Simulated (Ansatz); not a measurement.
Al$_{3}$GaN$_{4}$:
```xyz
8
Lattice="3.1249 0.0000 0.0000 -1.5625 2.7063 0.0000 0.0000 0.0000 10.0732" Properties=species:S:1:pos:R:3 pbc="T T T"
Ga     0.0000     1.8042     0.0563
N      0.0000     1.8042     2.0219
Al     1.5625     0.9021     2.5997
N      1.5625     0.9021     4.4971
Al     0.0000     1.8042     5.0855
N      0.0000     1.8042     6.9818
Al     1.5625     0.9021     7.5676
N      1.5625     0.9021     9.4637
```

Plane-wave PAW r²SCAN (Ansatz code) gives a gap of 3.90 eV without spin–orbit coupling, maximum at Γ, minimum at Γ.

**Question.** What happens when spin–orbit coupling is switched on?

**Answer.** The gap is nearly the same, to 3.90 eV; maximum at Γ, minimum at Γ.

**Question.** Give the electron effective mass with spin–orbit coupling.

**Answer.** 0.28 mₑ (isotropic).

**Question.** Give the hole effective mass with spin–orbit coupling.

**Answer.** 0.52, 0.52, 20 mₑ (principal values).

Space group P3m1. The start of the workflow was typed in or built on a structure type; neither database checked (COD, Materials Project) lists it. Its standing as an ambient phase is unchecked. The r²SCAN relaxation kept the symmetry of its start; its stability against distortions is not shown here.

Potentials: the earlier of the program's two PAW sets.
